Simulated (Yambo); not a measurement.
```xyz
8
Lattice="2.9218 0.0000 0.0000 -1.4609 2.5303 0.0000 0.0000 0.0000 10.4510" Properties=species:S:1:pos:R:3 pbc="T T T"
Li     0.0000     0.0000     0.0000
Li     0.0000     0.0000     5.2255
O      0.0000     1.6869     1.2732
O      1.4609     0.8434     9.1778
O      1.4609     0.8434     6.4988
O      0.0000     1.6869     3.9523
Nb     0.0000     1.6869     7.8383
Nb     1.4609     0.8434     2.6128
```

Workflow: PBEsol (pw.x of Quantum ESPRESSO, ONCV potentials, scalar-relativistic), then G0W0 in Yambo (6×6×1 Γ-centred k mesh, bands 5 to 156 and a 8 Ry block in the screening, 156 bands in G with the Bruneval-Gonze terminator, plasmon pole fitted at 27.2 eV).

**Question.** Give the PBEsol and G0W0 gaps between the band edges found on this mesh, and say where the edges lie.

**Answer.** Edges: Γ → Γ. PBEsol: 1.59 eV; G0W0: 2.30 eV. Nearest settings tried, and what they do to the gap: 104 bands in G: +1 meV; 104 bands in W, 104 bands in G: +8 meV; 7 Ry block (179 vectors against 217): -10 meV; 3×3×1 mesh: +121 meV. So the settings aren't converged at that level. Spin-orbit splittings are left out.

Geometry of the Materials Project entry, not relaxed at this level.
